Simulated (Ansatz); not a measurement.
One crystal and one scan (scan of one atom of the cell) at two levels, PBE (plane waves to 420 eV, PAW, scalar-relativistic; Ansatz, an electronic-structure program) and r2SCAN (plane waves to 500 eV, PAW, scalar-relativistic; Ansatz), each from its own relaxed cell and on its own mesh.

The crystal is BaTiO3 (tetragonal-perovskite type, space group P4mm); one O atom of a 5-atom cell moves by s along Cartesian [111], with its periodic images.

The energy includes the smearing's −TS. BaTiO3 is run without spin polarisation. BaTiO3 was relaxed with its symmetry unable to fall. The PAW data are Ansatz's earlier set. Both scans cover s from -0.400 to 0.400 Å.

```tsv
quantity	run 1	run 2
Lattice constant a (Å)	3.973	3.985
Lattice constant c (Å)	4.112	4.204
Relaxed volume (Å³/atom)	12.98	13.35
Energy at s = 0.400 Å (meV/cell)	537	485
Force along the line at s = -0.400 Å (eV/Å)	2.863	2.570
Force constant k = d²E/ds² at s = 0 (finite differences) (eV/Å²)	6.01	5.41
```

Q: Which run is which level?

A: Run 2 is PBE, run 1 is r2SCAN. PBE gives the higher value for: lattice constant a; lattice constant c; relaxed volume. PBE gives the lower value for: energy at s = 0.400 Å; force along the line at s = -0.400 Å; force constant k = d²E/ds² at s = 0. Both give the same shape of the curve: a single well with its minimum at or next to zero displacement.

(For displaced atoms, the force is minus the slope of the energy, and its curvature is a force constant, which sets phonon frequencies.)
